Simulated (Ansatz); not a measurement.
Mg2ZnO3:
```yaml
crystal:
  lattice:
    - [2.99121, 0.00000, 0.00000]
    - [-1.49560, 2.59046, 0.00000]
    - [0.00000, 0.00000, 7.30607]
  atoms:
    - { symbol: Mg, position: [0.33333, 0.66667, 0.66592] }
    - { symbol: Mg, position: [0.66667, 0.33333, 0.33408] }
    - { symbol: Zn, position: [0.00000, 0.00000, 0.00000] }
    - { symbol: O, position: [0.33333, 0.66667, 0.17174] }
    - { symbol: O, position: [0.66667, 0.33333, 0.82826] }
    - { symbol: O, position: [0.00000, 0.00000, 0.50000] }
```

Tensor components refer to the Cartesian frame of this cell.

### Question
Give the high-frequency dielectric tensor and the Born effective charge tensors of the independent atoms from DFPT, the program Ansatz at the r²SCAN level (PAW).

### Answer

ε∞:
```
3.48  0.00  0.00
0.00  3.48  0.00
0.00  0.00  3.41
```
Z* of atom 1 (Mg), rows: field, columns: displacement, in e:
```
2.00  0.00  0.00
0.00  2.00  0.00
0.00  0.00  2.20
```
Z* of atom 3 (Zn), rows: field, columns: displacement, in e:
```
2.35  0.00  0.00
0.00  2.35  0.00
0.00  0.00  1.86
```
Z* of atom 4 (O), rows: field, columns: displacement, in e:
```
-2.17   0.00   0.00
 0.00  -2.17   0.00
 0.00   0.00  -2.02
```
Z* of atom 6 (O), rows: field, columns: displacement, in e:
```
-2.00   0.00   0.00
 0.00  -2.00   0.00
 0.00   0.00  -2.22
```

Static charges for comparison (Bader): Mg1 +1.75, Zn3 +1.32, O4 -1.54, O6 -1.74 e. Born charges measure polarisation by displacement and can exceed these by far.

Space group P-3m1. The workflow started from a Materials Project entry (that database holds measured and hypothetical structures alike); the Crystallography Open Database copy checked does not list it. With Mg and Zn taken as one species the cell has the higher symmetry Fm-3m, so it may be an ordered model of a mixed-site phase. Its standing as an ambient phase is unchecked. The r²SCAN relaxation kept the symmetry of its start; of distortions, only those at the zone centre were tested.

Potentials: the later of the program's two PAW sets.
